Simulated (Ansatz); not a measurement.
Values for one crystal, relaxed and computed with the program Ansatz at the PBE level (PAW); other levels are named.

| Item | Result |
|---|---|
| Volume per atom | 12.99 Å³ |
| Electronic character | metallic (no gap) |
| Pressure derivative B′ | 3.9 |
| Formation energy from the elements (no fitted shifts) | -0.46 eV/atom |
| Debye temperature from the elastic constants | 525 K |
| Young's modulus | 209 GPa |
| Bulk modulus (Birch–Murnaghan fit) | 191 GPa |

Q: Pick the material that matches.
(A) V2O3, corundum
(B) V3Si, A15 (Cr3Si type)
(C) SiSe2, Pa-3 (Si on 4a, Se on 8c)
(D) La5Ge3, P6_3/mcm (La on 4d, La on 6g, Ge on 6g)

A: B, V3Si, A15 (Cr3Si type)

Space group Pm-3n (A15 (Cr3Si type)). The PBE relaxation kept the symmetry of its start. Spin order of the final state: ferromagnetic, the only order run, not a proven ground state. As this level gives no gap, shear constants depend on the k-mesh and smearing (Fermi–Dirac, 0.1 eV here). The references are the lowest solids computed at this level, not always the standard phases.

Potentials: the later of the program's two PAW sets.
